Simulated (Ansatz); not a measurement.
Computed with DFT PBE, scalar-relativistic, plane waves, PAW in Ansatz 0.2.0. All cells share a 420 eV cutoff and Γ-centred k meshes spaced at most about 0.3 Å⁻¹ (about 0.25 or finer for metals, 2π included). No spin polarisation in the final relaxations.

All energies are static (0 K, no zero-point motion).

Two relaxed structures of SrAl₂O₂:

A.

```cif
data_structure
_symmetry_space_group_name_H-M 'I4/mmm'
_symmetry_Int_Tables_number 139
_cell_length_a 3.9516
_cell_length_b 3.9516
_cell_length_c 12.3335
_cell_angle_alpha 90.000
_cell_angle_beta 90.000
_cell_angle_gamma 90.000
_cell_volume 192.59
loop_
_atom_site_label
_atom_site_type_symbol
_atom_site_symmetry_multiplicity
_atom_site_Wyckoff_symbol
_atom_site_fract_x
_atom_site_fract_y
_atom_site_fract_z
_atom_site_occupancy
Sr1 Sr 2 a 0.00000 0.00000 0.00000 1
Al1 Al 4 d 0.00000 0.50000 0.25000 1
O1 O 4 e 0.00000 0.00000 0.24163 1
```

B.

```cif
data_structure
_symmetry_space_group_name_H-M 'P-3m1'
_symmetry_Int_Tables_number 164
_cell_length_a 3.0529
_cell_length_b 3.0529
_cell_length_c 8.3360
_cell_angle_alpha 90.000
_cell_angle_beta 90.000
_cell_angle_gamma 120.000
_cell_volume 67.29
loop_
_atom_site_label
_atom_site_type_symbol
_atom_site_symmetry_multiplicity
_atom_site_Wyckoff_symbol
_atom_site_fract_x
_atom_site_fract_y
_atom_site_fract_z
_atom_site_occupancy
Sr1 Sr 1 a 0.00000 0.00000 0.00000 1
Al1 Al 2 d 0.33333 0.66667 0.63144 1
O1 O 2 d 0.33333 0.66667 0.24431 1
```

Task: Which form is favoured at zero pressure, and by what margin per atom?

Result: B is lower, by 0.30 eV/atom. A has space group I4/mmm (No. 139), 19.3 Å³/atom and no gap on its mesh; B has space group P-3m1 (No. 164), 13.5 Å³/atom and no gap. Counting O atoms around Al and Sr (those within 1.25 times the shortest such distance or 1.15 times the sum of covalent radii), A has Sr 2, Al 4 and B has Sr 6, Al 3. The denser one is the lower, and pressure would at first widen the difference. Both come from invented guesses. A third cell relaxed alike, in Cmmm, lies 0.34 eV/atom below the lower of the two.

Cells relaxed within their symmetry can be saddle points.
